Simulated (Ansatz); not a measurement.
Total density of states per atom from the program Ansatz at the LDA level (PAW), in 0.25 eV bins, energy from the valence-band maximum:

```csv
E (eV),states/eV/atom
-7.90,0.00
-7.65,0.00
-7.40,0.00
-7.15,0.00
-6.90,0.00
-6.65,0.00
-6.40,0.00
-6.15,0.00
-5.90,0.25
-5.65,0.27
-5.40,0.58
-5.15,0.64
-4.90,0.64
-4.65,0.78
-4.40,0.91
-4.15,1.01
-3.90,1.10
-3.65,0.59
-3.40,0.90
-3.15,0.62
-2.90,0.41
-2.65,0.58
-2.40,0.41
-2.15,0.60
-1.90,1.10
-1.65,0.95
-1.40,0.78
-1.15,1.23
-0.90,0.82
-0.65,0.58
-0.40,0.80
-0.15,0.52
0.10,0.00
0.35,0.00
0.60,0.00
0.85,0.00
1.10,0.00
1.35,0.00
1.60,0.00
1.85,0.00
2.10,0.00
2.35,0.00
2.60,0.00
2.85,0.00
3.10,0.00
3.35,0.06
3.60,0.30
3.85,0.34
4.10,0.26
4.35,0.32
4.60,0.31
4.85,0.13
5.10,1.22
5.35,0.34
5.60,0.10
5.85,0.13
6.10,0.18
6.35,0.25
6.60,0.46
6.85,0.75
7.10,0.93
7.35,0.83
7.60,0.64
7.85,0.52
```

### Question
Which compound is it?
A) Sr3Ta2ZnO9, P-3m1 (Pearson symbol hP15)
B) Te, trigonal Se type
C) TaS2, P6_3/mmc (Ta on 2c, S on 4f)
D) TaS2, CdI2 type

### Answer
A, Sr3Ta2ZnO9, P-3m1 (Pearson symbol hP15). Top 1 eV of the valence band: O 2p 85 %, Zn 3d 10 %. Bottom 1 eV of the conduction band: Ta 5d 68 %, O 2p 21 %, outside the projected shells 9 %. Projections are on Löwdin-orthogonalised atomic valence shells; empty p or d shells of many metals are not among them.

The workflow started from a Materials Project entry (that database holds measured and hypothetical structures alike); the Crystallography Open Database copy checked does not list it. With Ta and Zn taken as one species the cell has the higher symmetry Pm-3m, so it may be an ordered model of a mixed-site phase. Whether it is the stable phase at ambient conditions was not checked. The cell was relaxed with LDA under the symmetry of its start. At this level the phase is dynamically unstable (imaginary phonons). No spin polarisation was allowed. Spin–orbit coupling is left out wherever it is not named.

Potentials: the later of the program's two PAW sets.
